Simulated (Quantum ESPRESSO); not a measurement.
# Strain and stress in ZnGaAlSiN4

Calculated results; nothing here was measured. They come from pw.x of Quantum ESPRESSO 7.5, a plane-wave density functional program, with PseudoDojo standard norm-conserving files (v0.5 for PBE, v0.4.1 for LDA and PBEsol). The cells are made up: elements, strain and atom displacements were drawn at random, and nothing was relaxed. There is no spin polarisation, spin-orbit coupling or dispersion term.

The cell has 8 sites of a zincblende or diamond lattice. Sites 1 to 4 hold Zn Ga Al Si; sites 5 to 8 hold N N N N. Cell vectors in Å: (4.505, -0.032, -0.006); (-0.032, 4.477, 0.037); (-0.006, 0.037, 4.584). Settings: PBE, cutoff 1143 eV, 4 x 4 x 4 k mesh shifted by half a step, Fermi-Dirac smearing of 0.025 eV.

Each run adds the same linear strain along x, y and z to one cell, with the atoms carried along; the vectors above are those of run 3. Stress is positive in tension and P is minus a third of its trace. E is the free energy for each atom above the lowest run shown. The last column is band 31 less band 30 at Gamma, from a band step after each run.

```
run  strain (%)  s_xx (GPa)  s_yy (GPa)  s_zz (GPa)  s_xy (GPa)  P (GPa)  E (meV/atom)  level step at Gamma (eV)
  1       -1.65       -0.99       -1.97        1.82       -0.34     0.38          0.00                     1.707
  2       -0.91        2.90        1.98        5.82       -0.57    -3.56          2.48                     1.568
  3       -0.05        6.93        6.07        9.94       -0.80    -7.64         12.95                     1.407
  4        0.21        8.05        7.21       11.08       -0.86    -8.78         17.59                     1.359
  6        1.59       13.34       12.58       16.45       -1.16   -14.12         52.71                     1.108
  7        1.91       14.41       13.67       17.54       -1.22   -15.21         63.20                     1.051
  5        1.09           ?           ?           ?           ?        ?             ?                         ?
```

A rerun of one of these cells at 1437 eV and k mesh 6 x 6 x 6 moved values by no more than 0.003 eV in the cell's energy, 0.02 GPa in stress and 0.002 eV/Å in force.

## Worked fit

A parabola through the six runs shown gives P = -7.86 - 4.46 e + 0.324 e² GPa, with e in per cent and a scatter of 0.02 GPa. A linear strain of 1 % changes the volume by about 3 %, so the bulk modulus of this cell with clamped atoms is about 149 ± 2 GPa at e = 0. The error is the larger of the fit's own and the change that a cubic makes, rounded up.

## Withheld run

Question: what P should run 5 give?

The fit gives -12.34 GPa. The calculation gave -12.31 GPa.

| run | strain (%) | s_xx (GPa) | s_yy (GPa) | s_zz (GPa) | s_xy (GPa) | P (GPa) | E (meV/atom) | level step at Gamma (eV) |
| --- | --- | --- | --- | --- | --- | --- | --- | --- |
| 5 | 1.09 | 11.55 | 10.76 | 14.64 | -1.05 | -12.31 | 38.01 | 1.198 |